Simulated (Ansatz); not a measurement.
The relaxed structure here is a generated cell of Mo2C: the first start was made by placing the elements on the sites of a structure type, and the end was not matched to a known phase here, so it may be hypothetical.

One starting cell of Mo₂C (a generated cell, Mo2C placed in the AFLOW prototype AB2_hP9_180_d_j (C40, as in CrSi2)) was relaxed twice with Ansatz (plane waves, PAW, scalar-relativistic): with PBEsol at 420 eV and with PBE at 420 eV. The PBEsol result:

Space group P6₂22 (No. 180); a = b = 4.4915 Å, c = 6.2145 Å, α = β = 90.00°, γ = 120.00°

```csv
atom,site,symmetry,x,y,z
C,3c,222,0.5000,0.0000,0.0000
Mo,6i,..2,0.1755,0.3510,0.0000
```

```
quantity                                                                                PBEsol    PBE
--------------------------------------------------------------------------------------  ------  -----
space group                                                                              P6₂22  P6₂22
volume (Å³/atom)                                                                         12.06    ___
a (Å)                                                                                    4.491    ___
c (Å)                                                                                    6.215    ___
gap (eV, no spin-orbit coupling)                                                          0.00    ___
highest phonon at the sampled q (cm⁻¹)                                                     355    ___
softest mode (cm⁻¹)                                                                       200i    ___
energy after following the soft phonon mode at Γ (P3₂21), against the parent (eV/atom)   -0.62    ___
```

Task: Fill in the PBE column.

Result: 
- volume (Å³/atom), PBE: 12.44
- a (Å), PBE: 4.544
- c (Å), PBE: 6.260
- gap (eV, no spin-orbit coupling), PBE: 0.00
- highest phonon at the sampled q (cm⁻¹), PBE: 335
- softest mode (cm⁻¹), PBE: 215i
- energy after following the soft phonon mode at Γ (P3₂21), against the parent (eV/atom), PBE: -0.63

Both levels end in the same structure; PBE's volume is 3.1 % larger. Neither column is exact.

No spin polarisation in the result.

The run could not lose the symmetry of its start: the end is stationary, and may be a saddle point rather than a minimum.

Ansatz is an electronic-structure program.
